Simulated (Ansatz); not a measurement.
Trial structure of LiPrP3, not yet relaxed:

```yaml
crystal:
  lattice:
    - [4.85641, 0.00000, 0.00000]
    - [-2.42820, 4.20577, 0.00000]
    - [0.00000, 0.00000, 5.06248]
  atoms:
    - { symbol: Li, position: [0.00000, 0.00000, 0.00000] }
    - { symbol: Pr, position: [0.00000, 0.00000, 0.50000] }
    - { symbol: P, position: [0.50000, 0.00000, 0.50000] }
    - { symbol: P, position: [0.00000, 0.50000, 0.50000] }
    - { symbol: P, position: [0.50000, 0.50000, 0.50000] }
```

Theory: Ansatz, DFT PBE, scalar-relativistic, plane waves, PAW, and for the lanthanide a 4f-in-core norm-conserving potential. Plane waves to 660 eV, a k mesh through Γ of 6×6×4 on the computed 5-atom cell and Gaussian smearing (0.10 eV); no spin polarisation.

The zero of energy is the elements' standard structures at the same level; no fitted shifts are applied. The references include black phosphorus.

**Question.** What does a single point on this coarse mesh give?

**Answer.** The pressure is 32.8 GPa (the mean over three directions, positive in compression), the largest force is 0.00 eV/Å (symmetry fixes the atoms), and the energy is +1.20 eV/atom against the elements. The shortest distance is 2.43 Å.

**Question.** How much does it gain on relaxing, and where does it end?

**Answer.** Relaxing gains about 0.82 eV/atom (the start's value is from the coarse mesh, so the gain is rough) in 15 ionic steps and ends at +0.39 eV/atom on the finer mesh. The symmetry stays P6/mmm (No. 191). The volume per atom grows by 71.9 %, from 20.7 to 35.5 Å³. The shortest distance goes from 2.43 Å (Pr–P and P–P) to 2.78 Å (Pr–P and P–P). The ratio c/a of the conventional cell changes by a factor of 1.14. Conventional cell: a = 5.565 Å, c = 6.626 Å. Around Li lie 2 Pr at 3.31 Å; around Pr lie 6 P at 2.78 Å and 2 Li at 3.31 Å; around P lie 4 P at 2.78 Å and 2 Pr at 2.78 Å.

The last run used a 12×12×6 mesh (in the run's order of axes) for its 5-atom cell and Gaussian smearing of 0.10 eV. An odd number of valence electrons (the lanthanide is held trivalent, its 4f shell in the core) allows no gap without spin; another valence of the lanthanide, a larger cell or a magnetic state could open one. The reference form of P is held partly by dispersion forces, which this level lacks. The relaxation can't lower the symmetry of the start. A structure relaxed within its symmetry needn't be a true minimum. Another cell of LiPrP3 relaxed alike, in P-6m2, lies 0.73 eV/atom lower, so this cell isn't the stable form at this level.

The lanthanide is trivalent by construction, without f bands, f moments or other valences. The reference runs of the other elements, and any phases without the lanthanide, used 420 eV, which shifts energies against them by under 10 meV/atom. The lanthanide's reference is the lowest of its hcp, dhcp and fcc cells.
